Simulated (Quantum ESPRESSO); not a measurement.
Nb2Hf3Ir2Mo, input and log of a self-consistent run

Computed values, not a measurement. The program is pw.x of Quantum ESPRESSO 7.5 (plane-wave density functional theory). The cell is made up: eight metal atoms on a face-centred cubic lattice, with elements, volume, strain and displacements drawn at random and not relaxed, so it may be unstable or far from any real phase. PseudoDojo standard norm-conserving files set the functional (PBE unless stated); there is no spin polarisation or spin-orbit coupling, the Fermi-Dirac width of 0.25 eV means electrons at about 2900 K, and the masses in the input are unused placeholders. Heavy elements are run without spin-orbit coupling, which real alloys of them have. A spin test at this wide smearing found no moment, but such smearing suppresses magnetism that the real alloy may have.

Input:

```
&control calculation='scf', pseudo_dir='./dojo.nc.sr.pbe.v0_5.standard.upf', outdir='./o', disk_io='minimal', tprnfor=.true., tstress=.true. /
&system ibrav=0, nat=8, ntyp=4, nbnd=73, ecutwfc=82.02448710, nosym=.true., tot_charge=0,
 occupations='smearing', smearing='fd', degauss=0.0183746611
/
&electrons conv_thr=1.470e-08, electron_maxstep=70, mixing_beta=0.5 /
ATOMIC_SPECIES
Hf 1.0 Hf.upf
Ir 1.0 Ir.upf
Mo 1.0 Mo.upf
Nb 1.0 Nb.upf
CELL_PARAMETERS angstrom
0.0155 -2.1135 -2.1265
-6.3283 -2.1174 0.0504
-2.0282 4.1423 -6.2792
ATOMIC_POSITIONS angstrom
Nb -0.0007 0.0056 -0.0292
Hf -2.0546 2.0243 -4.2068
Ir -2.0067 -0.0075 -2.074
Nb -4.1693 2.0607 -6.2434
Hf -4.1827 -0.0342 -4.1828
Mo -4.2049 -2.1049 -2.0995
Ir -6.2294 -0.0632 -6.3101
Hf -6.2688 -2.1058 -4.1469
K_POINTS automatic
8 4 3 1 1 1
```

The log is shortened where brackets say so; the opening notice, blank lines, dates and the lines on written files are dropped, and the path of the files is cut. It prints rydbergs, bohrs and kilobars, and counts compression as positive stress. Its total energy is the free energy E - TS of the whole cell.

```
     Program PWSCF v.7.5
     Parallel version (MPI & OpenMP), running on       4 processor cores
     Number of MPI processes:                 4
     Threads/MPI process:                     1
     [start-up lines left out]
     bravais-lattice index     =            0
     lattice parameter (alat)  =       5.6658  a.u.
     unit-cell volume          =    1007.3784 (a.u.)^3
     number of atoms/cell      =            8
     number of atomic types    =            4
     number of electrons       =       110.00
     number of Kohn-Sham states=           73
     kinetic-energy cutoff     =      82.0245  Ry
     charge density cutoff     =     328.0979  Ry
     scf convergence threshold =      1.5E-08
     mixing beta               =       0.5000
     number of iterations used =            8  plain     mixing
     Exchange-correlation= PBE
                           (   1   4   3   4   0   0   0)
     [axes and pseudopotential details left out]
   Cartesian axes
     site n.     atom                  positions (alat units)
         1        Nb     tau(   1) = (  -0.0002335   0.0018678  -0.0097392  )
         2        Hf     tau(   2) = (  -0.6852808   0.6751747  -1.4031147  )
         3        Ir     tau(   3) = (  -0.6693045  -0.0025015  -0.6917514  )
         4        Nb     tau(   4) = (  -1.3906071   0.6873154  -2.0823919  )
         5        Hf     tau(   5) = (  -1.3950765  -0.0114069  -1.3951098  )
         6        Mo     tau(   6) = (  -1.4024809  -0.7020576  -0.7002565  )
         7        Ir     tau(   7) = (  -2.0777224  -0.0210794  -2.1046386  )
         8        Hf     tau(   8) = (  -2.0908636  -0.7023578  -1.3831359  )
     number of k points=    48  Fermi-Dirac smearing, width (Ry)=  0.0184
                       cart. coord. in units 2pi/alat
        k(    1) = (  -0.0544338  -0.0160374  -0.0725772), wk =   0.0416667
        k(    2) = (   0.0072817  -0.1962141   0.1069479), wk =   0.0416667
     [further k points left out]
     Dense  grid:   101173 G-vectors     FFT dimensions: (  36,  75,  90)
     Estimated max dynamical RAM per process >     363.75 MB
     Estimated total dynamical RAM >       1.35 GB
     Initial potential from superposition of free atoms
     starting charge     109.9881, renormalised to     110.0000
     Starting wfcs are   80 randomized atomic wfcs
     total cpu time spent up to now is        9.2 secs
     per-process dynamical memory:   285.2 Mb
     Self-consistent Calculation
     iteration #  1     ecut=    82.02 Ry     beta= 0.50
     Davidson diagonalization with overlap
     ethr =  1.00E-02,  avg # of iterations =  2.8
     total cpu time spent up to now is       30.6 secs
     total energy              =   -1187.11353762 Ry
     estimated scf accuracy    <       2.97709090 Ry
     iteration #  2     ecut=    82.02 Ry     beta= 0.50
     Davidson diagonalization with overlap
     ethr =  2.71E-03,  avg # of iterations =  5.6
     total cpu time spent up to now is       57.9 secs
     total energy              =   -1183.60791747 Ry
     estimated scf accuracy    <      87.33243819 Ry
     iteration #  3     ecut=    82.02 Ry     beta= 0.50
     Davidson diagonalization with overlap
     ethr =  2.71E-03,  avg # of iterations =  4.1
     total cpu time spent up to now is       80.0 secs
     total energy              =   -1188.81244800 Ry
     estimated scf accuracy    <       1.32105139 Ry
     iteration #  4     ecut=    82.02 Ry     beta= 0.50
     Davidson diagonalization with overlap
     ethr =  1.20E-03,  avg # of iterations =  2.0
     total cpu time spent up to now is       97.5 secs
     total energy              =   -1188.86590295 Ry
     estimated scf accuracy    <       0.18768320 Ry
     iteration #  5     ecut=    82.02 Ry     beta= 0.50
     Davidson diagonalization with overlap
     ethr =  1.71E-04,  avg # of iterations =  8.1
     total cpu time spent up to now is      122.9 secs
     total energy              =   -1188.85046033 Ry
     estimated scf accuracy    <       0.73844969 Ry
     [iterations 6 to 16 left out]
     iteration # 17     ecut=    82.02 Ry     beta= 0.50
     Davidson diagonalization with overlap
     ethr =  2.35E-10,  avg # of iterations =  2.0
     total cpu time spent up to now is      360.0 secs
     total energy              =   -1188.90615840 Ry
     estimated scf accuracy    <       0.00000037 Ry
     iteration # 18     ecut=    82.02 Ry     beta= 0.50
     Davidson diagonalization with overlap
     ethr =  2.35E-10,  avg # of iterations =  1.9
     total cpu time spent up to now is      377.7 secs
     total energy              =   -1188.90615841 Ry
     estimated scf accuracy    <       0.00000021 Ry
     iteration # 19     ecut=    82.02 Ry     beta= 0.50
     Davidson diagonalization with overlap
     ethr =  1.93E-10,  avg # of iterations =  1.0
     total cpu time spent up to now is      394.3 secs
     total energy              =   -1188.90615843 Ry
     estimated scf accuracy    <       0.00000005 Ry
     iteration # 20     ecut=    82.02 Ry     beta= 0.50
     Davidson diagonalization with overlap
     ethr =  4.17E-11,  avg # of iterations =  1.5
     total cpu time spent up to now is      411.5 secs
     total energy              =   -1188.90615843 Ry
     estimated scf accuracy    <       0.00000002 Ry
     iteration # 21     ecut=    82.02 Ry     beta= 0.50
     Davidson diagonalization with overlap
     ethr =  2.10E-11,  avg # of iterations =  1.5
     total cpu time spent up to now is      428.7 secs
     End of self-consistent calculation
     [lines on levels left out]
!    total energy              =   -1188.90615843 Ry
     estimated scf accuracy    <          7.0E-09 Ry
     smearing contrib. (-TS)   =      -0.14781738 Ry
     internal energy E=F+TS    =   -1188.75834105 Ry
     The total energy is F=E-TS. E is the sum of the following terms:
     one-electron contribution =    -238.47263733 Ry
     hartree contribution      =     173.38131605 Ry
     xc contribution           =    -245.64504914 Ry
     ewald contribution        =    -878.02197063 Ry
     convergence has been achieved in  21 iterations
     Forces acting on atoms (cartesian axes, Ry/au):
     atom    1 type  4   force =     0.01548492    0.00212333    0.00050059
     atom    2 type  1   force =     0.03374770    0.03975502   -0.02253061
     atom    3 type  2   force =    -0.02092301   -0.00600827    0.00625140
     atom    4 type  4   force =    -0.05831404    0.01656571   -0.02770859
     atom    5 type  1   force =     0.00708420   -0.01128338    0.00874507
     atom    6 type  3   force =     0.04445414   -0.00202302    0.00562666
     atom    7 type  2   force =    -0.00258833    0.00061356    0.00081445
     atom    8 type  1   force =    -0.01894558   -0.03974295    0.02830102
     Total force =     0.115932     Total SCF correction =     0.000508
     Computing stress (Cartesian axis) and pressure
          total   stress  (Ry/bohr**3)                   (kbar)     P=      -38.89
  -0.00032456   0.00009153  -0.00004832          -47.74       13.46       -7.11
   0.00009153  -0.00020099   0.00003002           13.46      -29.57        4.42
  -0.00004832   0.00003002  -0.00026765           -7.11        4.42      -39.37
     init_run     :      8.27s CPU      8.78s WALL (       1 calls)
     electrons    :    406.67s CPU    419.56s WALL (       1 calls)
     forces       :      3.74s CPU      3.81s WALL (       1 calls)
     stress       :     13.08s CPU     13.48s WALL (       1 calls)
     [timing details left out]
     PWSCF        :   7m12.19s CPU   7m26.20s WALL
     JOB DONE.
```

In other units: free energy -16175.892 eV for the cell, pressure -3.89 GPa, largest force component 1.499 eV/Å in size. The run took 448 s of wall time with four MPI processes on a shared machine (AMD EPYC, older, virtual cores), so the time is rough. A rerun of this cell at a higher cutoff and on a denser mesh moved values by no more than 0.006 eV in energy, 0.08 GPa in stress and 0.007 eV/Å in force, and a second program with other atomic files agreed on that cell to 2 % rms in force and 0.5 GPa in pressure.